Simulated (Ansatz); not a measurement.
MgO: from a starting cell to a relaxed one

The start is a relaxed MgO cell, doubled along one cell vector, shaken by Gaussian noise of σ = 0.08 Å a coordinate. Cell shape, volume and atoms are optimised at zero target pressure with r2SCAN (plane waves to 500 eV, PAW, scalar-relativistic; Ansatz, a program for electronic structure). The first steps use a coarse 9×9×5 k-mesh.

Input geometry:
```
CELL_PARAMETERS angstrom
      0.00000     2.10222     2.10222
      2.10222     0.00000     2.10222
      4.20445     4.20445     0.00000
ATOMIC_POSITIONS crystal
  Mg 0.95029 0.03179 0.02498
  Mg 0.96045 0.00010 0.50940
  O  0.50302 0.50539 0.22336
  O  0.49018 0.48173 0.75534
```

### Question
How large is the pressure on the unrelaxed cell, and of which sign?

### Answer
+4.8 GPa (positive: the cell is compressed).

### Question
By how much does the energy per atom fall from start to end?

### Answer
0.11 eV/atom.

### Question
How do the shortest distances between atoms change?

### Answer
The closest pairs of elements (up to four, under 3.6 Å), start → end: Mg–O 1.83 → 2.10 Å; O–O 2.84 → 2.97 Å; Mg–Mg 2.85 → 2.97 Å.

### Question
What band gap does the relaxed structure have at this level?

### Answer
5.68 eV, direct at Γ (no spin-orbit coupling).

The end point of the relaxation:

```cif
data_Mg4O4
_chemical_formula_sum 'Mg4 O4'
_space_group_name_H-M_alt 'Fm-3m'
_space_group_IT_number 225
_space_group_name_Hall '-F 4 2 3'
_cell_length_a 4.20448
_cell_length_b 4.20448
_cell_length_c 4.20448
_cell_angle_alpha 90.000
_cell_angle_beta 90.000
_cell_angle_gamma 90.000
loop_
_atom_site_label
_atom_site_type_symbol
_atom_site_symmetry_multiplicity
_atom_site_Wyckoff_symbol
_atom_site_fract_x
_atom_site_fract_y
_atom_site_fract_z
_atom_site_occupancy
Mg1 Mg 4 b 0.50000 0.50000 0.50000 1
O1 O 4 a 0.00000 0.00000 0.00000 1
```
(The calculation used a cell of 2 atoms; values per cell refer to that cell.)

Final values are on a 13×13×13 k-mesh of the relaxed cell. No spin polarisation in the result.
